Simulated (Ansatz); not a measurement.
# Piezoelectric tensor of SiC at 35 GPa (stress–strain coefficients)

Computed with DFT LDA, scalar-relativistic, plane waves, PAW (Ansatz). Cutoff 420 eV, 12×12×6 k-points (Γ-centred), fixed occupations. No spin polarisation.

The cell, relaxed at 35 GPa:
```
CELL_PARAMETERS angstrom
2.93709 0.00000 0.00000
-1.46855 2.54360 0.00000
0.00000 0.00000 4.81443
ATOMIC_POSITIONS crystal
Si 0.33333 0.66667 0.00459
Si 0.66667 0.33333 0.50459
C 0.33333 0.66667 0.38041
C 0.66667 0.33333 0.88041
```

Other phases may be more stable at this pressure.

Question: Give the relaxed-ion proper piezoelectric stress tensor e_iJ (C/m², Voigt columns xx yy zz yz xz xy).

Answer:
```
x    0.00  0.00  0.00  0.00 -0.37  0.00
y    0.00  0.00  0.00 -0.37  0.00  0.00
z   -0.63 -0.63  1.40  0.00  0.00  0.00
```
Signs follow the orientation of the cell as given.

Question: With the elastic constants (GPa, Voigt order)
C11 = 678.1, C12 = 237.2, C13 = 160.9, C22 = 678.1, C23 = 160.9, C33 = 733.0, C44 = 160.3, C55 = 160.3, C66 = 220.4 GPa; the others vanish.
find the strain coefficients d = e·C⁻¹ (pC/N).

Answer:
```
x    0.00  0.00  0.00  0.00 -2.28  0.00
y    0.00  0.00  0.00 -2.28  0.00  0.00
z   -1.11 -1.11  2.40  0.00  0.00  0.00
```

Cost: 1 run of about 4.1 core-minutes, on Arm Neoverse V1 (shared hosts).